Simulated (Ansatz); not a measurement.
W (bcc (W type)) was relaxed and computed twice in Ansatz (plane waves, PAW), once with PBE and once with r²SCAN+D4.

|  | run 1 | run 2 |
|---|---|---|
| cell | a = 3.162 Å, b = 3.162 Å, c = 3.162 Å, α = 90.00°, β = 90.00°, γ = 90.00° | a = b = c = 3.1836 Å, α = β = γ = 90.00° |

Which run used which functional?

Run 1 is r²SCAN+D4, run 2 is PBE.

All cells were relaxed under the symmetry of their starts (and spin orders); stability against distortions was not tested throughout. Rows with no word on spin ran without spin polarisation. Scalar-relativistic: spin–orbit coupling is off unless named, which matters more the heavier the elements.

Potentials: the later of the program's two PAW sets.

Ansatz (a quantum-chemistry and plane-wave program) is a plane-wave DFT program.
